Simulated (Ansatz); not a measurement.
**Profile along the Ta–Ta line in Ta (bcc, W type)**

Ta (bcc, W type)

```
CELL_PARAMETERS angstrom
     -1.65242     1.65242     1.65242
      1.65242    -1.65242     1.65242
      1.65242     1.65242    -1.65242
ATOMIC_POSITIONS crystal
  Ta 0.00000 0.00000 0.00000
```

Fields along a shortest Ta–Ta line of a {211} plane (2.86 Å), from Ta to Ta, interpolated on the slice's grid (step about 0.1 Å). Method: r2SCAN (plane waves to 500 eV, PAW, scalar-relativistic; Ansatz, an electronic-structure program). k mesh 20×20×20. Near the nuclei the fields are pseudised (PAW); where an atom keeps semicore shells as valence, they peak there. Spin-orbit coupling is left out, though Ta is heavy. Ta is run without spin polarisation. Ta was relaxed with its symmetry unable to fall.

```json
[
 {"distance from Ta (Å)": "0.00", "valence electron density (e/Å³)": "3.04", "electron localisation function": "x"},
 {"distance from Ta (Å)": "0.14", "valence electron density (e/Å³)": "3.50", "electron localisation function": "x"},
 {"distance from Ta (Å)": "0.29", "valence electron density (e/Å³)": "4.31", "electron localisation function": "x"},
 {"distance from Ta (Å)": "0.43", "valence electron density (e/Å³)": "4.50", "electron localisation function": "x"},
 {"distance from Ta (Å)": "0.57", "valence electron density (e/Å³)": "3.72", "electron localisation function": "0.74"},
 {"distance from Ta (Å)": "0.71", "valence electron density (e/Å³)": "2.44", "electron localisation function": "0.71"},
 {"distance from Ta (Å)": "0.86", "valence electron density (e/Å³)": "1.30", "electron localisation function": "0.52"},
 {"distance from Ta (Å)": "1.00", "valence electron density (e/Å³)": "0.64", "electron localisation function": "0.29"},
 {"distance from Ta (Å)": "1.14", "valence electron density (e/Å³)": "0.40", "electron localisation function": "0.21"},
 {"distance from Ta (Å)": "1.29", "valence electron density (e/Å³)": "0.32", "electron localisation function": "0.25"},
 {"distance from Ta (Å)": "1.43", "valence electron density (e/Å³)": "0.30", "electron localisation function": "0.29"},
 {"distance from Ta (Å)": "1.57", "valence electron density (e/Å³)": "0.32", "electron localisation function": "0.25"},
 {"distance from Ta (Å)": "1.72", "valence electron density (e/Å³)": "0.40", "electron localisation function": "0.21"},
 {"distance from Ta (Å)": "1.86", "valence electron density (e/Å³)": "0.64", "electron localisation function": "0.29"},
 {"distance from Ta (Å)": "2.00", "valence electron density (e/Å³)": "1.30", "electron localisation function": "0.52"},
 {"distance from Ta (Å)": "2.15", "valence electron density (e/Å³)": "2.44", "electron localisation function": "0.71"},
 {"distance from Ta (Å)": "2.29", "valence electron density (e/Å³)": "3.72", "electron localisation function": "0.74"},
 {"distance from Ta (Å)": "2.43", "valence electron density (e/Å³)": "4.50", "electron localisation function": "x"},
 {"distance from Ta (Å)": "2.57", "valence electron density (e/Å³)": "4.31", "electron localisation function": "x"},
 {"distance from Ta (Å)": "2.72", "valence electron density (e/Å³)": "3.50", "electron localisation function": "x"},
 {"distance from Ta (Å)": "2.86", "valence electron density (e/Å³)": "3.04", "electron localisation function": "x"}
]
```

x: too close to a nucleus for the ELF to mean much.

Density on the Ta–Ta line (2.86 Å) at its midpoint: 0.30 e/Å³. ELF at that point: 0.29.
